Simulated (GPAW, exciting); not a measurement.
This is a calculation of Cd2S for GPAW 26.7.0 (ASE script). The cell comes from a database or a generator and needn't be the stable form of this composition.

Contents of run.py:

```python
from ase import Atoms
from ase.dft.bandgap import bandgap
from ase.io import write
from ase.units import GPa
from gpaw import GPAW, PW, setup_paths

setup_paths.insert(0, '.')

atoms = Atoms(['Cd', 'Cd', 'S'],
              cell=[[3.962670049, 0.0, 0.0],
                    [-1.9813350245, 3.4317729293, 0.0],
                    [0.0, 0.0, 5.809192]],
              scaled_positions=[[0.3333333333, 0.6666666667, 0.932717],
                                [0.6666666667, 0.3333333333, 0.578735],
                                [0.3333333333, 0.6666666667, 0.365705]],
              pbc=True)

calc = GPAW(mode=PW(600),
            xc='PBEsol',
            kpts={'size': (8, 8, 5), 'gamma': True},
            occupations={'name': 'fermi-dirac', 'width': 0.05},
            nbands=26,
            convergence={'density': 1e-05, 'energy': 1e-05},
            maxiter=150,
            txt='gpaw.txt')
atoms.calc = calc
energy = atoms.get_potential_energy()
forces = atoms.get_forces()
stress = atoms.get_stress()
calc.write('gs.gpw')
write('result.traj', atoms)
print(f'Energy: {energy:.6f} eV')
print('Forces (eV/A):')
print(forces.round(4))
print('Stress (GPa):', (stress / GPa).round(3))
print('Fermi level:', round(calc.get_fermi_level(), 4), 'eV')
print(f'Gap: {bandgap(calc)[0]:.4f} eV, direct: {bandgap(calc, direct=True)[0]:.4f} eV')
```

Potentials or basis: PAW data sets generated in the run's folder for this functional, pw.

Run with:

```sh
$ gpaw-setup -f PBEsol Cd S
$ OMP_NUM_THREADS=1 python run.py
```

Problem. What does the same run look like in exciting (release sodium)? Potentials or basis there: all-electron LAPW+lo, shipped species files, valence relativity iora*.

Solution. As run (cutoffs and basis follow the program's own potentials, and thresholds, step limits or extra output files can differ):

File input.xml:

```xml
<input>
  <title>Cd2S</title>
  <structure speciespath="./" tshift="false">
    <crystal scale="1">
      <basevect>7.488361114867 0.000000000000 0.000000000000</basevect>
      <basevect>-3.744180557434 6.485110958282 0.000000000000</basevect>
      <basevect>0.000000000000 0.000000000000 10.977781885367</basevect>
    </crystal>
    <species speciesfile="Cd.xml" rmt="2.3">
      <atom coord="0.333333333300 0.666666666700 0.932717000000"/>
      <atom coord="0.666666666700 0.333333333300 0.578735000000"/>
    </species>
    <species speciesfile="S.xml" rmt="1.9">
      <atom coord="0.333333333300 0.666666666700 0.365705000000"/>
    </species>
  </structure>
  <groundstate do="fromscratch" ngridk="8 8 5" rgkmax="7.5" gmaxvr="14" lmaxapw="10" lmaxmat="10" lmaxvr="8" xctype="GGA_PBE_SOL" stype="Fermi Dirac" swidth="0.00183747" nempty="12" ValenceRelativity="iora*" epsengy="1e-05" epspot="1e-05" maxscl="60" tforce="true" outputlevel="normal"/>
  <properties>
    <chargedensityplot>
      <plot3d>
        <box grid="20 20 30">
          <origin coord="0 0 0"/>
          <point coord="1 0 0"/>
          <point coord="0 1 0"/>
          <point coord="0 0 1"/>
        </box>
      </plot3d>
    </chargedensityplot>
    <elfplot>
      <plot3d>
        <box grid="20 20 30">
          <origin coord="0 0 0"/>
          <point coord="1 0 0"/>
          <point coord="0 1 0"/>
          <point coord="0 0 1"/>
        </box>
      </plot3d>
    </elfplot>
    <exccplot>
      <plot3d>
        <box grid="20 20 30">
          <origin coord="0 0 0"/>
          <point coord="1 0 0"/>
          <point coord="0 1 0"/>
          <point coord="0 0 1"/>
        </box>
      </plot3d>
    </exccplot>
  </properties>
</input>
```

Potentials or basis: all-electron LAPW+lo, shipped species files, valence relativity iora*.

Launch:

```bash
$ OMP_NUM_THREADS=1 exciting_smp
```

Both were run:

|  | GPAW | exciting |
| --- | --- | --- |
| Largest force | 0.138 eV/Å | 0.123 eV/Å |
